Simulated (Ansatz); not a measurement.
Total density of states per atom from plane-wave PAW r²SCAN (Ansatz code), in 0.25 eV bins, energy from the Fermi level:

(E (eV), states/eV/atom): (-7.85, 0.27); (-7.60, 0.33); (-7.35, 0.41); (-7.10, 0.57); (-6.85, 0.59); (-6.60, 0.46); (-6.35, 0.45); (-6.10, 0.37); (-5.85, 0.38); (-5.60, 0.47); (-5.35, 0.66); (-5.10, 0.70); (-4.85, 1.09); (-4.60, 0.38); (-4.35, 1.12); (-4.10, 1.81); (-3.85, 1.40); (-3.60, 0.63); (-3.35, 0.81); (-3.10, 0.26); (-2.85, 0.57); (-2.60, 0.38); (-2.35, 0.56); (-2.10, 0.54); (-1.85, 0.52); (-1.60, 0.52); (-1.35, 0.46); (-1.10, 0.44); (-0.85, 0.39); (-0.60, 0.36); (-0.35, 0.36); (-0.10, 0.25); (0.15, 0.20); (0.40, 0.15); (0.65, 0.18); (0.90, 0.26); (1.15, 0.23); (1.40, 0.30); (1.65, 0.39); (1.90, 0.31); (2.15, 0.33); (2.40, 0.33); (2.65, 0.43); (2.90, 0.35); (3.15, 0.40); (3.40, 0.33); (3.65, 0.37); (3.90, 0.47); (4.15, 0.42); (4.40, 0.38); (4.65, 0.39)

Task: Which compound is it?
A. GaP, zinc blende
B. GdGa2, P6/mmm (Gd on 1a, Ga on 2d)
C. Ga7Pt3, Im-3m (Ga on 12d, Ga on 16f, Pt on 12e)
D. ZnPt, L1₀ or tetragonal B2

Result: C, Ga7Pt3, Im-3m (Ga on 12d, Ga on 16f, Pt on 12e). Within 0.5 eV of the Fermi level: Ga 4p 61 %, Ga 4s 17 %, Pt 5d 16 %. Projections are on Löwdin-orthogonalised atomic valence shells; empty p or d shells of many metals are not among them.

The first step of the workflow began from a Materials Project structure, measured or hypothetical; the Crystallography Open Database copy checked does not list it. Its standing as an ambient phase is unchecked. Symmetry was held in the r²SCAN relaxation; its stability against distortions is not shown here. The run is not spin-polarised. Scalar-relativistic: spin–orbit coupling is off unless named, which matters more the heavier the elements.

Potentials: the later of the program's two PAW sets.
